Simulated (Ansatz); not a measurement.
## Si₃IrRu: rattling a relaxed structure

The cell was found from a proposed guess, not taken from experiment.

These are results of DFT PBE, scalar-relativistic, plane waves, PAW in Ansatz, not measurements. Plane waves to 420 eV, a k mesh through Γ of 12×12×4 on the computed 10-atom cell and Gaussian smearing (0.10 eV); no spin polarisation.

The cell below (10 atoms, space group P6_3mc (No. 186)) is relaxed within its symmetry.

```xyz
10
Lattice="3.7399 0.0000 0.0000 -1.8699 3.2388 0.0000 0.0000 0.0000 12.5948" Properties=species:S:1:pos:R:3 pbc="T T T"
Si    1.8699    1.0796    5.5793
Si    1.8699    1.0796    0.6970
Si    0.0000    0.0000    3.1339
Si    0.0000    2.1592    6.9944
Si    0.0000    2.1592   11.8767
Si    0.0000    0.0000    9.4313
Ru    0.0000    2.1592    4.5571
Ru    1.8699    1.0796   10.8545
Ir    0.0000    2.1592    1.7762
Ir    1.8699    1.0796    8.0736
```

For the test it was strained at random (σ = 1.5 % a component), the atoms were moved at random (σ = 0.10 Å), and all was relaxed again on a coarse 6×6×2 mesh (in the run’s order of axes) with 0.20 eV smearing, with no symmetry imposed.

These runs have no spin–orbit coupling, which can matter for Ir.

Q: Does it come back?

A: It returns, within 1 meV/atom of the unmoved cell on that mesh and with the same symmetry when read at 0.1 Å. No instability shows in this cell; modes of other wave vectors, which need another repeat, aren't tested.
